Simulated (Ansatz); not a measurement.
Band table of Si (diamond type)

```
Si
1.0
     0.00000    2.70094    2.70094
     2.70094    0.00000    2.70094
     2.70094    2.70094    0.00000
Si
2
Direct
  0.87500 0.87500 0.87500
  0.12500 0.12500 0.12500
```

The base cell comes from a relaxation on PAW files under the same functional.

All numbers are LDA results (scalar-relativistic) from Ansatz 0.2.0, with a Γ-centred 12×12×12 k mesh, Fermi–Dirac smearing of 0.08 eV, no spin polarisation. Methods: LAPW: all electrons, basis error target 1 meV/atom.

Path points, in fractions of the reciprocal vectors: Γ (0.000, 0.000, 0.000), X (0.500, 0.000, 0.500), U (0.625, 0.250, 0.625), K (0.375, 0.375, 0.750), L (0.500, 0.500, 0.500), W (0.500, 0.250, 0.750). The distance column jumps between branches of the path. Levels in eV from the valence-band top; bands 9 to 14, counted from the lowest band of the run. The gap is 0.45 eV, the pressure -0.05 GPa.

```
# k(1/Å) point b9 b10 b11 b12 b13 b14
0.000 Γ -12.07 0.00 0.00 0.00 2.54 2.54
0.166 - -11.98 -0.53 -0.34 -0.34 2.31 2.98
0.332 - -11.71 -1.64 -0.99 -0.99 1.81 3.96
0.498 - -11.27 -2.89 -1.64 -1.64 1.27 3.60
0.665 - -10.65 -4.18 -2.17 -2.17 0.83 2.50
0.831 - -9.87 -5.46 -2.57 -2.57 0.54 1.60
0.997 - -8.94 -6.71 -2.81 -2.81 0.45 0.96
1.163 X -7.87 -7.87 -2.89 -2.89 0.58 0.58
1.222 - -7.88 -7.86 -2.97 -2.89 0.59 0.70
1.281 - -7.89 -7.83 -3.18 -2.86 0.62 1.02
1.339 - -7.92 -7.76 -3.46 -2.81 0.67 1.48
1.398 - -7.97 -7.68 -3.75 -2.75 0.75 2.04
1.457 - -8.04 -7.57 -4.02 -2.67 0.84 2.67
1.516 - -8.14 -7.44 -4.24 -2.57 0.95 3.35
1.574 U -8.28 -7.28 -4.40 -2.46 1.09 4.06
2.287 K -8.28 -7.28 -4.40 -2.46 1.09 4.06
2.463 - -8.92 -6.67 -4.48 -2.04 1.58 6.07
2.639 - -9.73 -5.84 -4.06 -1.52 2.18 5.10
2.815 - -10.51 -4.82 -3.31 -0.99 2.74 4.19
2.992 - -11.18 -3.60 -2.36 -0.52 3.03 3.47
3.168 - -11.67 -2.24 -1.33 -0.21 2.95 2.99
3.344 - -11.97 -0.83 -0.41 -0.05 2.64 2.72
3.520 Γ -12.07 0.00 0.00 0.00 2.54 2.54
3.664 - -12.01 -0.68 -0.11 -0.11 2.59 2.70
3.808 - -11.80 -1.96 -0.36 -0.36 2.40 3.06
3.952 - -11.47 -3.32 -0.64 -0.64 2.12 3.39
4.096 - -11.03 -4.61 -0.88 -0.88 1.85 3.51
4.240 - -10.49 -5.77 -1.06 -1.06 1.65 3.44
4.384 - -9.96 -6.68 -1.17 -1.17 1.52 3.34
4.528 L -9.70 -7.07 -1.21 -1.21 1.48 3.29
4.645 - -9.65 -7.04 -1.60 -1.30 1.82 3.21
4.763 - -9.52 -6.98 -2.37 -1.55 2.38 3.07
4.880 - -9.30 -6.89 -3.17 -1.96 2.82 3.02
4.998 - -8.99 -6.85 -3.81 -2.46 3.12 3.22
5.115 - -8.61 -6.96 -4.18 -3.00 3.37 3.66
5.233 - -8.17 -7.26 -4.20 -3.52 3.75 4.12
5.350 W -7.70 -7.70 -3.94 -3.94 4.19 4.19
5.433 - -7.71 -7.71 -3.90 -3.90 3.66 3.66
5.516 - -7.74 -7.74 -3.78 -3.78 2.91 2.91
5.599 - -7.77 -7.77 -3.60 -3.60 2.20 2.20
5.682 - -7.81 -7.81 -3.37 -3.37 1.57 1.57
5.766 - -7.84 -7.84 -3.14 -3.14 1.06 1.06
5.849 - -7.87 -7.87 -2.96 -2.96 0.71 0.71
5.932 X -7.87 -7.87 -2.89 -2.89 0.58 0.58
```
